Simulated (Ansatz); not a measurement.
Computed properties of AlInSb₂

AlInSb2:
```
AlInSb2
1.0
    2.21957     1.28147     7.24206
   -2.21957     1.28147     7.24206
    0.00000    -2.56293     7.24206
Al In Sb
1 1 2
Direct
  0.99945   0.99945   0.99945
  0.50066   0.50066   0.50066
  0.12084   0.12084   0.12084
  0.62906   0.62906   0.62906
```

Space group R3m (No. 160); conventional cell a = b = 4.439 Å, c = 21.726 Å, α = β = 90.00°, γ = 120.00°.

Method: the program Ansatz at the LDA level (PAW). Structure relaxed to zero pressure with the same functional. Other levels are named where they apply.

### Cell and energy

```json
{
 "volume_per_atom": "30.90 Å³",
 "density": "5.18 g/cm³",
 "Formation energy from the elements (no fitted shifts)": "-0.10 eV/atom"
}
```

### Electronic structure

```json
{
 "band_gap": "0.46 eV (direct)",
 "valence_band_maximum": "at Γ",
 "conduction_band_minimum": "at Γ",
 "electron_effective_mass": "0.031, 0.031, 0.058 mₑ (principal values)",
 "Weight of the conduction-edge state by species (Voronoi cells)": "Sb 40 %, In 30 %, Al 29 %",
 "Hole effective mass, band 1 of 2 at the edge": "0.45 along x, 0.81 along z (mₑ)",
 "Hole effective mass, band 2 of 2 at the edge": "0.028 along x, 0.81 along z (mₑ)",
 "Weight of the valence-edge state by species (Voronoi cells)": "Sb 73 %, In 19 %, Al 8 %"
}
```

### Mechanics

```json
{
 "Bulk modulus (Birch–Murnaghan fit)": "50.8 GPa",
 "Pressure derivative B′": "4.7",
 "Elastic constants (relaxed ions, GPa)": "C11 = 90.2, C12 = 33.8, C13 = 28.9, C14 = -7.4, C33 = 96.1, C44 = 22.8",
 "mechanical_stability": "stable (all eigenvalues of C positive)",
 "hill_bulk_and_shear_moduli": "51.1 and 25.8 GPa",
 "Young's modulus": "66.3 GPa",
 "Poisson's ratio": "0.28",
 "debye_temperature_from_the_elastic_constants": "236 K",
 "Piezoelectric stress constants (proper, relaxed ions, C/m²)": "e15 = e24 = 0.09, e16 = e21 = e33 = -0.10, e22 = 0.10"
}
```

### Phonons

```json
{
 "Highest zone-centre frequency (without LO–TO term)": "312 cm⁻¹",
 "zone_centre_stability": "no imaginary mode at Γ"
}
```

The workflow started from a Materials Project entry (that database holds measured and hypothetical structures alike); the Crystallography Open Database copy checked does not list it. With Al and In taken as one species the cell has the higher symmetry F-43m, so it may be an ordered model of a mixed-site phase. Its standing as an ambient phase is unchecked. The LDA relaxation kept the symmetry of its start. The references are the lowest solids computed at this level, not always the standard phases. Spin–orbit coupling is left out wherever it is not named.

Potentials: the later of the program's two PAW sets.
